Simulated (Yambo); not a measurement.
Yambo run on GaP (zinc blende, space group F-43m, No. 216). The wavefunctions are PBE (stringent potentials; Quantum ESPRESSO, PseudoDojo norm-conserving, 114 Ry, no spin-orbit coupling) ones on a 4×4×4 mesh (13 occupied bands); a = b = c = 3.847 Å, α = β = γ = 60.00°.

Yambo input:

```
rim_cut
HF_and_locXC
RandQpts= 1000000
RandGvec= 1 Ry
EXXRLvcs= 114 Ry
VXCRLvcs= 456 Ry
% QPkrange
 1 | 1 | 13 | 14 |
 3 | 3 | 13 | 14 |
 7 | 7 | 13 | 14 |
 8 | 8 | 13 | 14 |
%
```

k points by index: 1 = Γ, 3 = L, 7 = X, 8 = W.

The o-*.hf file then holds:

```
#    K-point    Band    Eo [eV]    Ehf [eV]    Vxc [eV]    Vnlxc [eV]
#
    1    13    0.000000    -1.921271    -13.32458    -15.24585
    1    14    1.867578    6.410294    -12.69722    -8.154506
    3    13    -1.125348    -3.447862    -12.69056    -15.01308
    3    14    1.690502    5.859553    -11.94850    -7.779453
    7    13    -2.701126    -5.618689    -11.81714    -14.73470
    7    14    1.644492    5.412345    -9.808694    -6.040842
    8    13    -3.444948    -6.373974    -11.03705    -13.96607
    8    14    4.704765    9.081078    -10.55006    -6.173743
```
Exchange alone, without screening.

Geometry relaxed with PBEsol.
